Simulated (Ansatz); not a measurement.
Computed with Ansatz, DFT PBE, scalar-relativistic, plane waves, PAW. Cutoff 420 eV, Γ-centred meshes of about 0.25 Å⁻¹ or finer for metals and 0.3 Å⁻¹ for insulators (2π included), Gaussian smearing. No spin polarisation.

These are static total energies at zero pressure.

Two relaxed structures of ScTl3SbBr3:

A.

```
CELL_PARAMETERS angstrom
4.20732 0.00000 0.00000
0.00000 4.20732 0.00000
0.00000 0.00000 16.06313
ATOMIC_POSITIONS crystal
Sc 0.00000 0.00000 0.00000
Tl 0.00000 0.00000 0.20397
Tl 0.50000 0.50000 0.50000
Tl 0.00000 0.00000 0.79603
Sb 0.50000 0.50000 0.00000
Br 0.50000 0.50000 0.27976
Br 0.00000 0.00000 0.50000
Br 0.50000 0.50000 0.72024
```

B.

```
CELL_PARAMETERS angstrom
4.51423 0.00000 0.00000
0.00000 4.51423 0.00000
0.00000 0.00000 14.63638
ATOMIC_POSITIONS crystal
Sc 0.00000 0.00000 0.00000
Tl 0.50000 0.50000 0.21538
Tl 0.00000 0.00000 0.50000
Tl 0.50000 0.50000 0.78462
Sb 0.50000 0.50000 0.00000
Br 0.00000 0.00000 0.18479
Br 0.50000 0.50000 0.50000
Br 0.00000 0.00000 0.81521
```

**Question.** Which is lower in energy, and by how much?

**Answer.** B is lower, by 176 meV/atom. A has space group P4/mmm (No. 123), 35.5 Å³/atom and no gap on its mesh; B has space group P4/mmm (No. 123), 37.3 Å³/atom and a gap of 0.17 eV. Counting Br or Sb atoms around Sc and Tl (for each partner element, those within 1.25 times its shortest distance or 1.15 times the sum of covalent radii, where it is the nearest in units of that sum or under 1.3; the shortest distance is added where it is long for a bond; a slash parts the counts of unlike sites), A has Sc 4, Tl 4 from 3.2 Å/4+2 and B has Sc 6, Tl 4 from 3.2 Å/5. In A, around Sc lie 4 Sb at 2.98 Å and 2 Tl at 3.28 Å; Tl on a site of symmetry 4mm has 4 Br at 3.21 Å and 1 Sc at 3.28 Å; Sb is surrounded by 4 Sc at 2.98 Å; Br on a site of symmetry 4mm has 4 Tl at 3.21 Å and 1 Tl at 3.54 Å; 2 more sites not described. In B, Sc has 2 Br at 2.70 Å and 4 Sb at 3.19 Å; around Tl on a site of symmetry 4mm lie 1 Sb at 3.15 Å and 4 Br at 3.22 Å; around Sb lie 2 Tl at 3.15 Å and 4 Sc at 3.19 Å; Br on a site of symmetry 4mm has 1 Sc at 2.70 Å and 4 Tl at 3.22 Å; 2 more sites not described. Both come from trial cells of a structure search, whose lowest cell (P1, 35.9 Å³/atom) lies 13 meV/atom below the lower of the two.

Weakly bound directions are ill-defined at this level, which has no dispersion term (P4/mmm at 37.3 Å³/atom), and this can change margins and order among such cells. Spin–orbit coupling, which can matter for Sb and Tl, is left out. Kohn–Sham gaps at this level usually fall short of measured ones. The missing spin–orbit coupling can work the other way here. Trial moments fell under 0.15 μB along the way in P4/mmm; another start might hold them. Small gaps are read on the mesh alone, and bands can cross between its points. With atoms moved at random, B (by 13 meV/atom) fell into a lower structure. A had no clear such test and can be a saddle point. Some structure types and database cells were kept out of the candidates from the start, so a known form may be missing.
